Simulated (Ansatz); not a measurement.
LuAlN2:
```xyz
4
Lattice="3.4250 0.0000 0.0000 -1.7125 2.9661 0.0000 0.0000 0.0000 5.4160" Properties=species:S:1:pos:R:3 pbc="T T T"
Lu     0.0000     1.9774     5.3872
N      0.0000     1.9774     2.2390
Al     1.7125     0.9887     2.7506
N      1.7125     0.9887     4.6255
```

Relaxed with PBE (plane waves, PAW; program Ansatz). Indices refer to the conventional cell of P3m1, a = b = 3.425 Å, c = 5.416 Å, α = β = 90.00°, γ = 120.00°.

**Question.** Simulate the powder diffraction pattern (Cu Kα, λ = 1.54184 Å; lines above 1 %) up to 2θ = 90°.

**Answer.** Simulated powder pattern, Cu Kα, λ = 1.54184 Å (kinematic, ideal powder, no thermal factors, no anomalous dispersion; the 30 strongest lines at most, above 1 %, up to 2θ = 90°):

```json
[
 {"2θ (°)": "16.37", "d (Å)": "5.416", "I/Imax (%)": "65", "hkl": "(0001)"},
 {"2θ (°)": "30.13", "d (Å)": "2.966", "I/Imax (%)": "69", "hkl": "(1 0 -1 0)"},
 {"2θ (°)": "33.08", "d (Å)": "2.708", "I/Imax (%)": "26", "hkl": "(0002)"},
 {"2θ (°)": "34.47", "d (Å)": "2.602", "I/Imax (%)": "100", "hkl": "(1 0 -1 1)+(0 1 -1 1)"},
 {"2θ (°)": "45.35", "d (Å)": "2.000", "I/Imax (%)": "46", "hkl": "(1 0 -1 2)+(0 1 -1 2)"},
 {"2θ (°)": "50.56", "d (Å)": "1.805", "I/Imax (%)": "3.7", "hkl": "(0003)"},
 {"2θ (°)": "53.51", "d (Å)": "1.712", "I/Imax (%)": "24", "hkl": "(1 1 -2 0)"},
 {"2θ (°)": "56.35", "d (Å)": "1.633", "I/Imax (%)": "18", "hkl": "(1 1 -2 1)"},
 {"2θ (°)": "59.99", "d (Å)": "1.542", "I/Imax (%)": "26", "hkl": "(1 0 -1 3)+(0 1 -1 3)"},
 {"2θ (°)": "62.64", "d (Å)": "1.483", "I/Imax (%)": "8.8", "hkl": "(2 0 -2 0)"},
 {"2θ (°)": "64.37", "d (Å)": "1.447", "I/Imax (%)": "23", "hkl": "(1 1 -2 2)"},
 {"2θ (°)": "65.22", "d (Å)": "1.430", "I/Imax (%)": "17", "hkl": "(0 2 -2 1)+(2 0 -2 1)"},
 {"2θ (°)": "69.41", "d (Å)": "1.354", "I/Imax (%)": "2.6", "hkl": "(0004)"},
 {"2θ (°)": "72.69", "d (Å)": "1.301", "I/Imax (%)": "11", "hkl": "(0 2 -2 2)+(2 0 -2 2)"},
 {"2θ (°)": "76.70", "d (Å)": "1.242", "I/Imax (%)": "6.9", "hkl": "(1 1 -2 3)"},
 {"2θ (°)": "77.49", "d (Å)": "1.232", "I/Imax (%)": "9.0", "hkl": "(0 1 -1 4)+(1 0 -1 4)"},
 {"2θ (°)": "84.56", "d (Å)": "1.146", "I/Imax (%)": "10", "hkl": "(0 2 -2 3)+(2 0 -2 3)"},
 {"2θ (°)": "86.89", "d (Å)": "1.121", "I/Imax (%)": "7.4", "hkl": "(2 1 -3 0)"},
 {"2θ (°)": "89.21", "d (Å)": "1.098", "I/Imax (%)": "16", "hkl": "(2 1 -3 1)+(1 2 -3 1)"}
]
```

The start of the workflow was typed in or built on a structure type; neither database checked (COD, Materials Project) lists it. Its standing as an ambient phase is unchecked. The PBE relaxation kept the symmetry of its start; its stability against distortions is not shown here. Scalar-relativistic: spin–orbit coupling is off unless named, which matters more the heavier the elements.

Potentials: the earlier of the program's two PAW sets.
